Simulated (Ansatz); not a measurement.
Data:

Mg$_{2}$Cu$_{3}$Ge:
```yaml
crystal:
  lattice:
    - [5.01237, 0.00000, 0.00000]
    - [-2.50618, 4.34084, 0.00000]
    - [0.00000, 0.00000, 7.99374]
  atoms:
    - { symbol: Mg, position: [0.66667, 0.33333, 0.93730] }
    - { symbol: Mg, position: [0.33333, 0.66667, 0.06270] }
    - { symbol: Mg, position: [0.33333, 0.66667, 0.43730] }
    - { symbol: Mg, position: [0.66667, 0.33333, 0.56270] }
    - { symbol: Cu, position: [0.17066, 0.34132, 0.75000] }
    - { symbol: Cu, position: [0.82934, 0.65868, 0.25000] }
    - { symbol: Cu, position: [0.82934, 0.17066, 0.25000] }
    - { symbol: Cu, position: [0.17066, 0.82934, 0.75000] }
    - { symbol: Cu, position: [0.65868, 0.82934, 0.75000] }
    - { symbol: Cu, position: [0.34132, 0.17066, 0.25000] }
    - { symbol: Ge, position: [0.00000, 0.00000, 0.00000] }
    - { symbol: Ge, position: [0.00000, 0.00000, 0.50000] }
```

This is the r²SCAN-relaxed structure.

Question: All from plane-wave PAW r²SCAN (Ansatz code), unless another level is named. Give the electronic character.

Answer: metallic (no gap).

Question: Predict the density of states at the Fermi level.

Answer: 0.22 states/eV per atom (mean over ±0.08 eV).

Question: Give the formation energy from the elements (no fitted shifts).

Answer: -0.21 eV/atom.

Space group P6_3/mmc. The workflow started from a Materials Project entry (that database holds measured and hypothetical structures alike); the Crystallography Open Database copy checked does not list it. Its standing as an ambient phase is unchecked. The r²SCAN relaxation kept the symmetry of its start; whether a distortion lowers the energy is not shown. No spin polarisation was allowed. The references are the lowest solids computed at this level, not always the standard phases. Spin–orbit coupling is left out wherever it is not named.

Potentials: the later of the program's two PAW sets.
